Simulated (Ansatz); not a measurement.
With DFT-PBEsol in the program Ansatz with PAW potentials, ZnCu2GeS4 in the tetragonal phase (I-4; Pearson symbol tI16) relaxes to a = 5.267 Å, c = 10.483 Å. Cu on 2a has 4 nearest neighbours from 2.27 Å (tetrahedral); Cu on 2c has 4 nearest neighbours from 2.26 Å (tetrahedral); Zn has 4 nearest neighbours from 2.31 Å (tetrahedral); Ge has 4 nearest neighbours from 2.26 Å (tetrahedral). Against the elements it lies at -0.49 eV/atom, with no fitted shifts.

It is gapped at this level: 0.60 eV (direct). The valence maximum lies at Γ and the conduction minimum at Γ. HSE06 on the same cell gives 1.84 eV. Gap from PBEsol with spin–orbit coupling: 0.60 eV. The electron mass is 0.11, 0.12, 0.12 mₑ (principal values). The hole mass is 0.13, 0.80, 0.80 mₑ (principal values).

The bulk modulus is 85.7 GPa. Perturbation theory gives ε∞ = 10.2 (xx = yy), 10.2 (zz). Born charges are Cu +0.63 to +0.64, Zn +2.06, Ge +2.98, S -1.58 e. Bader charges are Cu +0.46 to +0.47, Zn +0.84, Ge +1.23, S -0.75 e.

The PBEsol relaxation kept the symmetry of its start. The run is not spin-polarised. The references are the lowest solids computed at this level, not always the standard phases. Spin–orbit coupling is left out wherever it is not named.

Potentials: the later of the program's two PAW sets.
